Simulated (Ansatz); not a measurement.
The start is a generated trial cell of HfO2 in the polar-ZrO2 structure type. The cell and all atomic positions are relaxed at zero pressure with r2SCAN (plane waves to 500 eV, PAW, scalar-relativistic; Ansatz, a program for electronic structure). The first steps use a coarse 4×4×4 k-mesh.

The start:
```
CELL_PARAMETERS angstrom
      5.24151     0.00000     0.00000
      0.00000     5.05018     0.00000
      0.00000     0.00000     5.05915
ATOMIC_POSITIONS crystal
  Hf 0.03000 0.26700 0.25000
  Hf 0.97000 0.73300 0.75000
  Hf 0.53000 0.73300 0.25000
  Hf 0.47000 0.26700 0.75000
  O  0.36100 0.06800 0.10600
  O  0.63900 0.93200 0.60600
  O  0.86100 0.93200 0.10600
  O  0.13900 0.06800 0.60600
  O  0.22900 0.53700 0.00000
  O  0.77100 0.46300 0.50000
  O  0.72900 0.46300 0.00000
  O  0.27100 0.53700 0.50000
```

```yaml
largest_initial_force: 0.27 eV/Å, on Hf1, Hf2, Hf3, Hf4 (atoms numbered as listed)
outcome: The space group stays Pca2₁ (No. 29) (the run could not lower it), with 12 atoms in the primitive cell
Shortest distances (start → end): "The closest pairs of elements (up to four, under 3.6 Å), start → end: Hf–O 2.04 → 2.03 Å; O–O 2.53 → 2.53 Å; Hf–Hf 3.42 → 3.41 Å"
optimiser_moves: 5
```

Relaxed structure:

Space group Pca2₁ (No. 29); a = 5.2472 Å, b = 5.0306 Å, c = 5.0598 Å, α = 90.00°, β = 90.00°, γ = 90.00°

| atom | site | symmetry | x | y | z |
|---|---|---|---|---|---|
| Hf | 4a | 1 | 0.0325 | 0.2670 | 0.2486 |
| O | 4a | 1 | 0.3671 | 0.0700 | 0.1089 |
| O | 4a | 1 | 0.2679 | 0.5389 | 0.4985 |

Final values are on a 5×5×5 k-mesh of the relaxed cell. No spin polarisation in the result.

The run could not lose the symmetry of its start.

The first start was generated by placing the elements on the sites of a structure type. Materials Project lists a structure of HfO2 in the same space group, Pca2₁ (No. 29); the sites were not compared with it, nor with measured phases.
